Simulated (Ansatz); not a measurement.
4 guesses for Ho3O and where they end

The calculation used DFT PBE, scalar-relativistic, plane waves, PAW, and for the lanthanide a 4f-in-core norm-conserving potential, in Ansatz. Settings: cutoff 690 eV, Γ-centred meshes spaced at most about 0.3 Å⁻¹, and about 0.25 Å⁻¹ or finer for metals (2π included), Gaussian smearing. No spin polarisation in the final relaxations.

Each guess was relaxed in cell and atoms at zero pressure, within the symmetry of its start. All energies are static (0 K, no zero-point motion). Coordination counts Ho atoms around O (those within 1.25 times the shortest such distance or 1.15 times the sum of covalent radii, 1.27 where that leaves under three; a plus sign parts nearer from farther groups; the shortest distance is added where it exceeds 1.18 times the sum of covalent radii).

| guess | made from | start group | V start (Å³/atom) | end group | V end (Å³/atom) | coordination at the end | gap on mesh (eV) | E over the lowest end (meV/atom) |
| --- | --- | --- | --- | --- | --- | --- | --- | --- |
| 1 | random cell | P6/mmm | 32.9 | P6/mmm | 33.1 | O 2 | 0 | 0 |
| 2 | LiCu3 type | Fm-3m | 19.5 | ? | ? | ? | ? | ? |
| 3 | TbGa3 type | Pm-3m | 19.6 | Pm-3m | 23.5 | O 12 from 3.2 Å | 0 | 412 |
| 4 | Zr3Sn type | Pm-3n | 23.7 | Pm-3n | 23.8 | O 12 from 3.2 Å | 0 | 309 |

Guess 2 as it starts:

Space group Fm-3m (No. 225). a = 6.784 Å, b = 6.784 Å, c = 6.784 Å, α = 90.00°, β = 90.00°, γ = 90.00°
```tsv
atom	site	symmetry	x	y	z
Ho	8c	-43m	0.2500	0.7500	0.7500
Ho	4b	m-3m	0.5000	0.0000	0.0000
O	4a	m-3m	0.0000	0.0000	0.0000
```

Question: Fill in the missing row: what does this guess relax into, and where does it rank?

Answer: It ends in the BiF3 (D0_3) type, space group Fm-3m (No. 225), with a = 7.273 Å, 24.0 Å³/atom and no gap. It lies 0.60 eV/atom over the lowest end, above guess 3 and so the highest of the set. Counting Ho atoms around O, this end has O 8+6 from 3.1 Å and the lowest (guess 1) has O 2.

```
Ho O
1.0
     0.00000    3.63664    3.63664
     3.63664    0.00000    3.63664
     3.63664    3.63664    0.00000
Ho O
3 1
Direct
  0.25000 0.25000 0.25000
  0.75000 0.75000 0.75000
  0.50000 0.50000 0.50000
  0.00000 0.00000 0.00000
```

The zero of energy is the elements' standard structures at the same level (O₂ as a molecule); no fitted shifts are applied.

Question: Is the lowest end bound against the elements?

Answer: Yes: its formation energy is −0.29 eV/atom. It lies below the elements, which doesn't yet make it stable against other compounds or structures.

In P6/mmm, Pm-3m, Fm-3m an odd number of valence electrons (the lanthanide is held trivalent, its 4f shell in the core) allows no gap without spin; another valence of the lanthanide, a larger cell or a magnetic state could open one. A magnetic state wasn't ruled out in cells without spin, among them P6/mmm, Pm-3m, Fm-3m. Cells relaxed within their symmetry can be saddle points. A lower structure may well exist outside this small set. Some types were kept out of the candidates beforehand, so the set may lack a known form.

The lanthanide is trivalent by construction, without f bands, f moments or other valences. The reference runs of the other elements, and any phases without the lanthanide, used 420 eV, which shifts energies against them by under 10 meV/atom. The lanthanide's reference is the lowest of its hcp, dhcp and fcc cells.
